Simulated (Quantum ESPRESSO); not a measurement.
## NbInRu3ZrPt2 (one composition in several site orders)

A calculation, not a measurement. The program is pw.x of Quantum ESPRESSO 7.5 (plane-wave density functional theory). The cell is made up: eight metal atoms on a face-centred cubic lattice, with elements, volume, strain and displacements drawn at random and not relaxed, so it may be unstable or far from any real phase. PseudoDojo standard norm-conserving files set the functional (PBE unless stated); there is no spin polarisation or spin-orbit coupling, the Fermi-Dirac width of 0.25 eV means electrons at about 2900 K, and the masses in the input are unused placeholders. Heavy elements are run without spin-orbit coupling, which real alloys of them have. A spin test at this wide smearing found no moment, but such smearing suppresses magnetism that the real alloy may have.

The runs put one composition on the sites in different orders. Cell, positions, cutoff, mesh and smearing stay as in the input of run 1; sites are counted in its order. Stress in the tables is positive in tension.

Input of run 1:

```
&control calculation='scf', pseudo_dir='./dojo.nc.sr.pbe.v0_5.standard.upf', outdir='./o', disk_io='minimal', tprnfor=.true., tstress=.true. /
&system ibrav=0, nat=8, ntyp=5, nbnd=78, ecutwfc=84.00895049, nosym=.true., tot_charge=0,
 occupations='smearing', smearing='fd', degauss=0.0183746611
/
&electrons conv_thr=1.470e-08, electron_maxstep=70, mixing_beta=0.5 /
ATOMIC_SPECIES
In 1.0 In.upf
Nb 1.0 Nb.upf
Pt 1.0 Pt.upf
Ru 1.0 Ru.upf
Zr 1.0 Zr.upf
CELL_PARAMETERS angstrom
-4.1571 0.0 0.0
0.0 -4.1571 4.1571
0.0 6.2357 2.0786
ATOMIC_POSITIONS angstrom
Nb 0.0985 -0.032 0.2523
In 0.0037 2.1321 2.1067
Ru -0.0169 -1.9879 2.1494
Ru 0.1018 0.1388 4.3274
Ru -2.2714 4.0715 2.092
Zr -2.2049 0.0471 2.0815
Pt -2.0554 2.0615 4.1806
Pt -2.0489 -2.0947 4.0271
K_POINTS automatic
6 5 4 1 1 1
```

```
run  elements on sites 1 to 8  free energy less that of run 1 (eV)  -TS (eV)  pressure (GPa)  stress xx (GPa)  stress yy (GPa)  stress zz (GPa)  stress yz (GPa)  stress xz (GPa)  stress xy (GPa)  iterations
  1   Nb In Ru Ru Ru Zr Pt Pt                                0.000    -2.010           -9.46             7.56            10.73            10.09            -1.90            -1.19            -0.70          20
  2   Ru Pt In Ru Pt Ru Zr Nb                               -0.808    -1.674          -11.10             9.42            12.97            10.92            -0.97            -1.25            -1.46          18
  3   Ru Pt Nb In Ru Pt Zr Ru                               -0.678    -1.737          -10.19             8.54             7.91            14.12             0.05            -3.31            -0.95          18
  4   Zr Nb Ru Ru Ru In Pt Pt                               -0.562    -1.668          -11.14             7.83            14.57            11.03            -1.84            -3.02            -0.36          18
  5   Nb Pt Ru In Zr Ru Ru Pt                               -0.474    -1.734           -9.92             8.20            11.18            10.39            -1.88            -2.70             0.54          18
  6   In Pt Ru Zr Ru Pt Nb Ru                               -0.230    -1.987           -9.96             9.20             9.30            11.38            -0.46            -1.54            -0.92          17
```

Forces Fx Fy Fz (eV/Å):

| site | run 1 | run 2 | run 3 | run 4 | run 5 | run 6 |
| --- | --- | --- | --- | --- | --- | --- |
| 1 | -0.87 -1.54 -3.81 | -0.31 0.86 -1.19 | -0.94 0.69 -0.88 | -2.03 -1.07 -4.45 | -0.91 2.66 0.75 | -1.43 1.28 -0.55 |
| 2 | -1.01 1.49 0.58 | -0.57 -1.08 -0.53 | -0.51 -0.30 0.06 | -0.40 2.98 1.29 | -0.48 -0.31 0.17 | -0.70 0.26 0.59 |
| 3 | 0.04 0.19 -0.26 | -0.14 0.47 -0.74 | -0.06 0.85 -0.34 | -0.03 -0.83 -0.50 | -0.07 -0.15 -0.40 | 0.00 -1.63 0.52 |
| 4 | -0.34 -0.58 -0.34 | -0.83 -0.30 -0.45 | -1.47 -1.78 -0.29 | -0.78 -0.74 0.11 | -2.07 -0.45 -3.26 | -0.81 -3.06 -1.46 |
| 5 | 0.64 1.12 -0.07 | 1.66 0.60 -0.27 | 1.56 0.41 1.26 | 0.82 -0.46 -0.36 | 3.13 -1.21 2.34 | 1.35 0.17 0.17 |
| 6 | 1.51 -1.14 2.48 | 0.68 0.29 0.29 | 1.11 -0.36 -0.14 | 2.35 -0.84 2.76 | 0.50 -0.35 -0.26 | 1.43 -0.14 1.31 |
| 7 | 0.11 0.21 0.77 | -0.02 -2.21 -0.74 | 0.25 0.98 0.11 | 0.15 0.48 -0.02 | -0.02 0.41 0.23 | 0.21 2.51 -0.38 |
| 8 | -0.09 0.25 0.64 | -0.46 1.36 3.63 | 0.06 -0.49 0.22 | -0.08 0.48 1.16 | -0.09 -0.60 0.43 | -0.05 0.61 -0.20 |

The sites are displaced and not relaxed, so the energy differences mix bonding between neighbours with strain and are not ordering energies. A rerun of one cell of this series at a higher cutoff and on a denser mesh moved values by no more than 0.004 eV in energy, 0.02 GPa in stress and 0.004 eV/Å in force, and a second program with other atomic files agreed on that cell to 2 % rms in force and 0.5 GPa in pressure.